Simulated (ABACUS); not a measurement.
# How a calculation on SiC (P6_3mc, 8 atoms in the cell; from Materials Project mp-11714, lattice scaled a little) responds to its settings

```yaml
crystal:
  lattice:
    - [3.13567, 0.00000, 0.00000]
    - [-1.56783, 2.71557, 0.00000]
    - [0.00000, 0.00000, 10.26703]
  atoms:
    - { symbol: Si, position: [0.66667, 0.33333, 0.93784] }
    - { symbol: Si, position: [0.33333, 0.66667, 0.43784] }
    - { symbol: Si, position: [0.00000, 0.00000, 0.68789] }
    - { symbol: Si, position: [0.00000, 0.00000, 0.18789] }
    - { symbol: C, position: [0.66667, 0.33333, 0.74980] }
    - { symbol: C, position: [0.33333, 0.66667, 0.24980] }
    - { symbol: C, position: [0.00000, 0.00000, 0.50046] }
    - { symbol: C, position: [0.00000, 0.00000, 0.00046] }
```

Base run A: ABACUS with LDA (PW92), PseudoDojo 0.4 standard norm-conserving LDA (tails mended) pseudopotentials, self-consistent single point.

Its settings: KPT = Gamma 10 10 3 0 0 0; basis_type = pw; dft_functional = PWLDA; ecutwfc = 82 Ry; smearing_method = fixed; potentials = PseudoDojo 0.4 standard norm-conserving LDA (tails mended); symmetry = 1; symmetry_prec = 1e-05; ks_solver = dav_subspace; scf_nmax = 100; scf_thr = 1.0e-09 Ry; mixing_type = broyden.

The structure comes from a collection of computed structures, made at another level of theory; the collection holds predicted forms beside known ones. Its lattice was then scaled.

ΔF is the free energy per atom less that of run A. 

Run A gave: pressure (GPa) -15.28; largest force (eV/Å) 0.022; k-points 28.

Runs:
- B: lattice vector a scaled by 0.98
- C: lattice vector a scaled by 0.99
- D: lattice vector a scaled by 1.01
- E: lattice vector a scaled by 1.02

Task: What does run B change against A?

Result: The free energy drops by 13.4 meV/atom, the pressure goes from -15.28 to -11.64 GPa and the largest force goes from 0.022 to 0.194 eV/Å.

Task: What does run C change against A?

Result: The free energy drops by 8.6 meV/atom, the pressure goes from -15.28 to -13.53 GPa and the largest force goes from 0.022 to 0.088 eV/Å.

```tsv
run	ΔF (meV/atom)	pressure (GPa)	largest force (eV/Å)	k-points
A	0.00	-15.28	0.022	28
B	-13.4	-11.64	0.194	104
C	-8.6	-13.53	0.088	104
D	12.1	-16.89	0.080	104
E	27.5	-18.38	0.142	104
```

“Tails mended”: in these copies of the files the far tail of each local potential was reset to the Coulomb form.
